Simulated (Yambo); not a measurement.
Yambo run on CsScW2O8 (space group P-3m1, No. 164). The wavefunctions are norm-conserving PBEsol (Quantum ESPRESSO, 84 Ry, without SOC) ones on a 3×3×1 mesh (48 occupied bands); a = b = 5.927 Å, c = 8.106 Å, α = β = 90.00°, γ = 120.00°.

Yambo input:

```
rim_cut
gw0
dyson
el_el_corr
HF_and_locXC
ppa
em1d
RandQpts= 1000000
RandGvec= 1 Ry
EXXRLvcs= 84 Ry
VXCRLvcs= 336 Ry
Chimod= "HARTREE"
% BndsRnXp
 4 | 360 |
%
NGsBlkXp= 7 Ry
% LongDrXp
 1.0 | 1.0 | 1.0 |
%
PPAPntXp= 27.2114 eV
% GbndRnge
 1 | 235 |
%
GTermKind= "BG"
DysSolver= "n"
ExtendOut
% QPkrange
 1 | 1 | 48 | 49 |
 2 | 2 | 48 | 48 |
%
```

k points by index: 1 = Γ, 2 = (0, 0.333, 0).

Resulting energies as the program prints them:

```
#    K-point    Band    Eo [eV]    E [eV]    E-Eo [eV]    Vxc [eV]    Vnlxc [eV]    Sc|Eo [eV]    Sc|E [eV]    dSc/dw|Eo [eV]    Re(Z)    Im(Z)
#
    1    48    -0.016347    -0.876500    -0.860153    -19.41717    -24.52483    4.000186    4.247507    -7.822747    0.776708    -0.001566
    1    49    3.901167    5.716419    1.815253    -16.85815    -10.69317    -3.945518    -4.349726    -6.058778    0.817889    -0.001360
    2    48    0.000000    -0.892538    -0.892538    -19.23208    -24.35487    3.971203    4.230259    -7.896491    0.775075    -0.001721
```
(The two width columns are left out.) Convergence of these settings isn't established.

Geometry of the Materials Project entry, not relaxed at this level.

The structure is a Materials Project entry; no match was found in the copy of COD used, and its stability was not checked.
